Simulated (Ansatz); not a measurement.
Relaxed candidate structures of BeS:

**A**
```
CELL_PARAMETERS angstrom
      5.93401     0.00000     0.00000
      0.00000     3.47399     0.00000
      0.00000     0.00000     5.95655
ATOMIC_POSITIONS crystal
  Be 0.14445 0.25000 0.09452
  Be 0.64445 0.25000 0.40548
  Be 0.85555 0.75000 0.90548
  Be 0.35555 0.75000 0.59452
  S  0.28373 0.25000 0.41402
  S  0.78373 0.25000 0.08598
  S  0.71627 0.75000 0.58598
  S  0.21627 0.75000 0.91402
```

**B**
```
CELL_PARAMETERS angstrom
      3.42362     0.00000     0.00000
     -1.71181     2.96494     0.00000
      0.00000     0.00000     7.74571
ATOMIC_POSITIONS crystal
  Be 0.00000 0.50000 0.33333
  Be 0.50000 0.50000 0.66667
  Be 0.50000 0.00000 0.00000
  S  0.00000 0.50000 0.83333
  S  0.50000 0.50000 0.16667
  S  0.50000 0.00000 0.50000
```

**C**
```
CELL_PARAMETERS angstrom
      2.89455     0.00000     0.00000
      0.00000     2.89455     0.00000
      0.00000     0.00000     2.89455
ATOMIC_POSITIONS crystal
  Be 0.50000 0.50000 0.50000
  S  0.00000 0.00000 0.00000
```

**D**
```
CELL_PARAMETERS angstrom
      0.00000     2.29499     2.29499
      2.29499     0.00000     2.29499
      2.29499     2.29499     0.00000
ATOMIC_POSITIONS crystal
  S  0.00000 0.00000 0.00000
  Be 0.50000 0.50000 0.50000
```

**E**
```
BeS
1.0
    3.41200     0.00000     0.00000
   -1.70600     2.95488     0.00000
    0.00000     0.00000     5.62450
Be S
2 2
Cartesian
  1.70600   0.98496   3.13139
  0.00000   1.96992   0.31914
  0.00000   1.96992   3.84035
  1.70600   0.98496   1.02810
```

### Question
Rank these by energy per atom (lowest first), as PBEsol (plane waves to 420 eV, PAW, scalar-relativistic; Ansatz, a program for electronic structure) gives it.

### Answer
E (reference), A (+109 meV/atom), B (+285 meV/atom), D (+488 meV/atom), C (+1.41 eV/atom)

### Question
Which candidates are metallic at this level, and what gaps do the others have?

### Answer
No gap: C. A: 3.64 eV (no spin-orbit coupling); B: 2.48 eV (no spin-orbit coupling); D: 0.95 eV (no spin-orbit coupling); E: 3.44 eV (no spin-orbit coupling).

The lowest structure calculated, F-43m, cF8, zinc blende type, is not among these; it lies 0.01 eV/atom below the lowest of them. 1 run with a doubtful electronic state, a coarser numerical grid, an end not at rest or a source that can't be used is left out. 7 generated cells of layers, chains or molecules, poorly bound without dispersion, are left out. Each run could gain symmetry but not lose that of its start, so entries can be saddle points. All of these are generated cells (placed on structure types, drawn at random, substituted or restacked) that were not matched to a known phase here. Energies are at zero temperature and pressure, without zero-point motion. No spin polarisation in the result. Without a van der Waals term the distances between weakly bound units are poorly fixed.
